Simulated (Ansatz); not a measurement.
Q: Name crystals whose computed values (plane-wave PAW LDA (Ansatz code)) fall in these windows: B₀ by P(V) fit (GPa) 87 to 110; highest Γ mode, no LO–TO term (cm⁻¹) 210 to 270.

A: 

```
crystal                                        B₀ by P(V) fit (GPa)  highest Γ mode, no LO–TO term (cm⁻¹)
---------------------------------------------  --------------------  ------------------------------------
CuSn, NiAs type                                                 101                                   244
ZrSnTe, P4/nmm (Zr on 2c, Sn on 2a, Te on 2c)                  98.7                                   219
PbF2, fluorite                                                 88.0                                   260
MgAu, CsCl type                                                 102                                   212
GaP, I-4m2 (Ga on 2c, P on 2a)                                 93.9                                   243
```
Others may fit too.

Not the usual ambient phase: GaP, I-4m2 (Ga on 2c, P on 2a). Standing as an ambient phase not checked: CuSn, NiAs type; ZrSnTe, P4/nmm (Zr on 2c, Sn on 2a, Te on 2c); MgAu, CsCl type. All cells were relaxed under the symmetry of their starts (and spin orders); stability against distortions was not tested throughout. Rows with no word on spin ran without spin polarisation. Spin–orbit coupling is left out wherever it is not named.

Potentials: the later of the program's two PAW sets.
